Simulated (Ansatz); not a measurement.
A geometry of Rh away from equilibrium: step 2 of the relaxation of a relaxed Rh cell, doubled along one cell vector, shaken by Gaussian noise of σ = 0.08 Å a coordinate. Computed with PBE (plane waves to 420 eV, PAW, scalar-relativistic; Ansatz, a first-principles code). Γ-centred k-mesh 5×10×10 on the run's cell (coarser than for final values), Fermi–Dirac smearing 0.05 eV.

```xyz
6
Lattice="3.7460 2.1656 7.8594 -1.9326 1.1006 3.9537 -0.0144 -2.2007 3.9465" Properties=species:S:1:pos:R:3 pbc="T T T"
Rh     0.0023    -0.0510     0.0351
Rh     1.8924     1.0525     3.9140
Rh    -0.0102     0.0080     2.6392
Rh     1.8549     1.0278     6.5511
Rh    -0.0437    -0.0277     9.2059
Rh     1.8232     1.0701    13.1771
```

Problem. Predict the force on each atom, in eV/Å.

Solution. 
```json
[
 {"atom": "Rh1", "Fx": "-0.22", "Fy": "0.34", "Fz": "-0.21"},
 {"atom": "Rh2", "Fx": "0.18", "Fy": "0.15", "Fz": "0.32"},
 {"atom": "Rh3", "Fx": "-0.11", "Fy": "-0.30", "Fz": "0.03"},
 {"atom": "Rh4", "Fx": "0.07", "Fy": "0.37", "Fz": "-0.16"},
 {"atom": "Rh5", "Fx": "0.17", "Fy": "-0.29", "Fz": "-0.05"},
 {"atom": "Rh6", "Fx": "-0.08", "Fy": "-0.26", "Fz": "0.07"}
]
```

Problem. What is the pressure?

Solution. +2.3 GPa, compression positive.

Problem. How much energy per atom can still be gained by relaxing?

Solution. 0.57 eV/atom; the path ends in Fm-3m (No. 225) (fcc (Cu type)).

No spin polarisation in the result.

Of the parent cell (R-3m (No. 166)): it is a generated cell of Rh: the first start was made by a random draw of sites in a space group, and the end was not matched to a known phase here, so it may be hypothetical. Known forms of Rh include space group No. 225.
